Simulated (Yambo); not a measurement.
G0W0@PBEsol for Ag₂S (space group P1, No. 1) in Yambo (4×4×2 mesh, 6 Ry block, plasmon pole, screening fixed), without a terminator:

```json
[
 {"bands N in G": "78", "gap (0, -0.5, 0) → Γ (eV)": "2.060", "shift of the valence edge (eV)": "0.163"},
 {"bands N in G": "113", "gap (0, -0.5, 0) → Γ (eV)": "1.999", "shift of the valence edge (eV)": "-0.087"},
 {"bands N in G": "160", "gap (0, -0.5, 0) → Γ (eV)": "2.017", "shift of the valence edge (eV)": "-0.245"}
]
```

Problem. Extrapolate both columns to infinite N with E(N) = E∞ + A/N, test the form, and compare with the terminator.

Solution. From two points, E∞ = (N2 E2 − N1 E1)/(N2 − N1). The two largest N give 2.06 eV for the gap and -0.62 eV for the shift; the two smallest give 1.86 eV and -0.64 eV. For the gap the slopes A are 15 and -6.9 eV: the form isn't reached, and its limit is uncertain. For the shift the slopes A are 63 and 61 eV: the 1/N form holds. With the Bruneval-Gonze terminator and 160 bands the run gives 2.11 eV and -0.45 eV, 0.05 eV and 0.18 eV from the extrapolated values: the terminator too is an estimate of the remainder. Block, mesh and the bands in W are held fixed.

Spin-orbit coupling is not included.

Geometry of the Materials Project entry, not relaxed at this level; primitive cell a = 4.2415 Å, b = 4.2635 Å, c = 7.6796 Å, α = 89.15°, β = 89.60°, γ = 68.38°.

The structure is a Materials Project entry; no match was found in the copy of COD used, and its stability was not checked.

A shift is the quasiparticle energy of the state minus its PBEsol energy.
